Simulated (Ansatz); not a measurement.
## Zone-centre modes in Mn₃Al

Computed with DFT PBEsol, scalar-relativistic, plane waves, PAW in Ansatz. The runs took a 420 eV cutoff, a Γ-centred 14×14×14 mesh and Gaussian smearing (0.15 eV). Collinear spins, started from moments -1.2, -1.2, 2.4, 0.0 μB in atom order; the magnetic state may not be the lowest.

The starting cell (relaxed at this level; it needn't be the usual structure):

```
CELL_PARAMETERS angstrom
0.00000 2.84171 2.84171
2.84171 0.00000 2.84171
2.84171 2.84171 0.00000
ATOMIC_POSITIONS crystal
Mn 0.75000 0.75000 0.75000
Mn 0.25000 0.25000 0.25000
Mn 0.00000 0.00000 0.00000
Al 0.50000 0.50000 0.50000
```

Harmonic modes by finite displacements of 0.02 Å, without the LO–TO term.

At this geometry, is the structure stable against these modes?

Yes: no mode is imaginary beyond 10 cm⁻¹, and only the three translations lie near zero.

List the wavenumbers in cm⁻¹.

0, 0, 0, 152, 152, 152, 273, 273, 273, 380, 380, 380.

Cost: 1 run of about 6.8 core-minutes, on Arm Neoverse V1 (shared hosts).